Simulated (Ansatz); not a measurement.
Question: Each is relaxed and computed with PBE (plane waves, PAW; program Ansatz). Which is the only metal?
A) OsC, P-6m2 (Os on 1a, C on 1f)
B) SiCO4, I-4 (Si on 2a, C on 2c, O on 8g)
C) SiC, zinc blende
D) Al3SiCN3, P3m1 (Pearson symbol hP8)

Answer: A, OsC, P-6m2 (Os on 1a, C on 1f). OsC: metal; SiCO4: gap 6.89 eV (indirect); SiC: gap 1.37 eV (indirect); Al3SiCN3: gap 0.35 eV. Constructed cells (a structure type filled with these elements, in neither database checked): OsC, P-6m2 (Os on 1a, C on 1f). Typed or built starts, not in the databases checked: SiCO4, I-4 (Si on 2a, C on 2c, O on 8g); Al3SiCN3, P3m1 (Pearson symbol hP8). All cells were relaxed under the symmetry of their starts (and spin orders); stability against distortions was not tested throughout. Named crystals with no word on spin ran without spin polarisation. Scalar-relativistic: spin–orbit coupling is off unless named, which matters more the heavier the elements.

Potentials: the earlier of the program's two PAW sets.
